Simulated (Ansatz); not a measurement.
LaSF (space group P4/nmm)

```yaml
crystal:
  lattice:
    - [4.05473, 0.00000, 0.00000]
    - [0.00000, 4.05473, 0.00000]
    - [0.00000, 0.00000, 6.97079]
  atoms:
    - { symbol: La, position: [0.00000, 0.50000, 0.77004] }
    - { symbol: La, position: [0.50000, 0.00000, 0.22996] }
    - { symbol: S, position: [0.50000, 0.00000, 0.65165] }
    - { symbol: S, position: [0.00000, 0.50000, 0.34835] }
    - { symbol: F, position: [0.50000, 0.50000, 0.00000] }
    - { symbol: F, position: [0.00000, 0.00000, 0.00000] }
```

The slice is a (001) plane (indices of the conventional cell) through the point (0.000, 0.500, 0.348) (fractional), spanned by u = [100] and v = [010] in vectors of this cell: u (4.05 Å) and v (4.05 Å, at 90° to u). It covers one period; positions are fractions (u, v).

Calculation: r2SCAN (plane waves to 500 eV, PAW, scalar-relativistic; Ansatz, an electronic-structure program). k mesh 8×8×5. Inside the PAW spheres the values are not all-electron values, and peaks at nuclei hang on which shells count as valence. LaSF is run without spin polarisation. LaSF was relaxed with its symmetry unable to fall.

Question: Predict the map of the electrostatic potential energy of an electron, from the cell's mean on the slice.

Answer: 
```
|xxxxxxx379999999999973xxxxxx|
|xxxxxxx478999999999874xxxxxx|
|xxxxxxx578888888888875xxxxxx|
|xxxxxx36788776667788763xxxxx|
|xxxxx2567766544456677652xxxx|
|xxxx356766543222345667653xxx|
|2345667654210000012456766543|
|7777776542000000000245677777|
|9988876420000000000024678889|
|9998865200000000000002568899|
|999876410000xxxxx00001467899|
|99987530000xxxxxxx0000357899|
|99986420000xxxxxxx0000246899|
|99986420000xxxxxxx0000246899|
|99986420000xxxxxxx0000246899|
|99987530000xxxxxxx0000357899|
|999876410000xxxxx00001467899|
|9998865200000000000002568899|
|9988876420000000000024678889|
|7777776542000000000245677777|
|2345667654210000012456766543|
|xxxx356766543222345667653xxx|
|xxxxx2567766544456677652xxxx|
|xxxxxx36788776667788763xxxxx|
|xxxxxxx578888888888875xxxxxx|
|xxxxxxx478999999999874xxxxxx|
|xxxxxxx379999999999973xxxxxx|
|xxxxxxx279999999999972xxxxxx|
```
Scale: ten equal steps from 0.00 (start of '0') to 8.01 (end of '9'), in the order '0123456789'. Values: electrostatic potential energy of an electron, from the cell's mean, in eV. The map has 28 points along u (one character each, u = 0 at the left) and 28 along v (v = 0 in the bottom row). Points within 1 Å of a nucleus are blanked (x), as the pseudised field means little there. Values under 0 eV are set to 0. The zero, the cell's mean, hangs on the PAW cores.
